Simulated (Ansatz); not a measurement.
Input and command of a calculation in Ansatz (plane waves; scalar-relativistic PAW potentials unless the input names others):

```yaml
crystal:
  lattice:
    - [4.0712274877, 0.0, 0.0]
    - [-2.0356137438, 3.5257864289, 0.0]
    - [0.0, 0.0, 13.2736450188]
  atoms:
    - { symbol: Al, position: [0.0, 0.0, 0.0] }
    - { symbol: Sb, position: [0.3333333333, 0.6666666667, 0.5622651094] }
    - { symbol: Sb, position: [0.6666666667, 0.3333333333, 0.4377348906] }
    - { symbol: Br, position: [0.3333333333, 0.6666666667, 0.1096792956] }
    - { symbol: Br, position: [0.6666666667, 0.3333333333, 0.8903207044] }
basis:
  ecutwfc: 420
  xc_grid: 1
kpoints:
  mp_grid: { grid: [12, 12, 4] }
hamiltonian:
  xc: pbe
scf:
  occupations: { method: gaussian, width: 0.15 }
  mixing: { algorithm: msr1, beta: 0.9, ndim: 8 }
output:
  forces: true
  eigenvalues: true
  stress: true
```

```bash
ansatz run input.yaml --threads 1 --pin off --max-ram 2560MiB --backend cpu --events-out ev --progress --plain --runs-dir out
```

Abridged log:
```
Pseudopotentials: kind: paw
Pseudopotential: Al, paw, valence charge 3, recommended cutoff 420 eV (normal)
Pseudopotential: Sb, paw, valence charge 15, recommended cutoff 420 eV (normal)
Pseudopotential: Br, paw, valence charge 7, recommended cutoff 420 eV (normal)
Functional definition: PBE
Crystal: 5 atoms, lattice volume = 190.534 Å³
Basis set: ecut = 420 eV, 3681 PW (Γ)
Bands: 29, of which v1, the nominal top of the filled ones, is band 24 counted from 1 (23 counted from 0)
Symmetry: 12 space group operations
Space group: P-3m1 (ITA 164), of the structure as read, at distance tolerance 5.8e-5 Å
k-points: 69 of 576
Initial density: superposition of atomic densities (neutral atoms: chi_scale 0, normalization atom), corrected by the library's trained network
Initial wavefunctions: pseudopotential atomic-orbital guess
Functional: x = pbe(κ = 0.804, μ = 0.21951497), c = pbe(β = 0.06672455)
SCF iter   1: F=—  HF=-19074.410962 eV  |F-HF|=—  |Δ(HF+E_count)|=         —  Δρ=2.92e-3  dr2=6.11e-2  ethr=1.77e-3  ⟨swp⟩=7.3  Hψ=9439  notcnv=0
SCF iter   2: F=—  HF=-19074.403811 eV  |F-HF|=—  |Δ(HF+E_count)|=   7.15e-3  Δρ=2.19e-3  dr2=2.30e-2  ethr=1.30e-4  ⟨swp⟩=2.6  Hψ=3659  notcnv=0  defer=1
SCF iter   3: F=—  HF=-19074.401957 eV  |F-HF|=—  |Δ(HF+E_count)|=   1.85e-3  Δρ=1.81e-3  dr2=1.82e-2  ethr=4.89e-5  ⟨swp⟩=2.4  Hψ=3606  notcnv=0  defer=1
SCF iter   4: F=—  HF=-19074.397059 eV  |F-HF|=—  |Δ(HF+E_count)|=   4.90e-3  Δρ=8.11e-4  dr2=2.95e-3  ethr=3.87e-5  ⟨swp⟩=2.0  Hψ=3380  notcnv=0  defer=1
SCF iter   5: F=—  HF=-19074.396340 eV  |F-HF|=—  |Δ(HF+E_count)|=   7.19e-4  Δρ=3.25e-4  dr2=3.17e-4  ethr=6.28e-6  ⟨swp⟩=2.0  Hψ=4192  notcnv=0  defer=9
SCF iter   6: F=—  HF=-19074.396304 eV  |F-HF|=—  |Δ(HF+E_count)|=   3.59e-5  Δρ=6.93e-5  dr2=1.27e-5  ethr=6.75e-7  ⟨swp⟩=3.0  Hψ=3806  notcnv=0  defer=9
SCF iter   7: F=—  HF=-19074.396334 eV  |F-HF|=—  |Δ(HF+E_count)|=   2.97e-5  Δρ=1.84e-5  dr2=8.01e-7  ethr=2.70e-8  ⟨swp⟩=2.0  Hψ=2865  notcnv=0  defer=9
SCF iter   8: F=-19074.396334 eV  HF=-19074.396334 eV  |F-HF|=1.47e-8  |Δ(HF+E_count)|=   7.95e-8  Δρ=6.15e-6  dr2=9.85e-8  ethr=2.13e-10  ⟨swp⟩=9.7  Hψ=10975  notcnv=0
SCF 1 converged in 8 iterations: F = -19074.396334 eV  dr2 = 9.85e-8
SCF converged after 8 iterations
Free energy (F): -19074.396334 eV
Harris-Foulkes:  -19074.396334 eV  (|F-HF|=1.47e-8)
Internal energy: -19074.359163 eV  (E = F + TS)
E sigma→0 (E₀):  -19074.377748 eV
Entropy (-TS):   -0.037171 eV (-7.434 meV/atom)
Fermi energy:    4.289136 eV
--- Forces (eV/Å), atoms counted from 1 ---
  atom   1  Al     0.00000000     0.00000000     0.00000000
  atom   2  Sb     0.00000000     0.00000000     0.00073170
  atom   3  Sb     0.00000000     0.00000000    -0.00073170
  atom   4  Br     0.00000000     0.00000000     0.01288062
  atom   5  Br     0.00000000     0.00000000    -0.01288062
--- Stress (GPa, compression-positive) ---
        0.007837       0.000000       0.000000
        0.000000       0.007837       0.000000
        0.000000       0.000000       0.032615
  P = ⅓ Tr σ = 0.0161 GPa (0.161 kbar)
```

Apart from outputs, empty bands and the relaxation, which only the reference makes, the input differs from a reference run on usual settings in scf.mixing.algorithm: not typed → "msr1"; scf.mixing.beta: not typed → 0.9; scf.mixing.ndim: not typed → 8; scf.occupations.width: 0.1 → 0.15; basis.xc_grid: not typed → 1. The reference, at the same geometry, ended its own course with pressure 0.00 GPa, largest force 0.001 eV/Å, no gap on the mesh. This run converged in 8 SCF iterations with an energy at zero smearing 0.22 meV/atom below the reference's, pressure 0.02 GPa, largest force 0.013 eV/Å, no gap on the mesh.

It took 21 s on 1 thread of Arm Neoverse V2, with other jobs on the host, peak memory 0.56 GiB.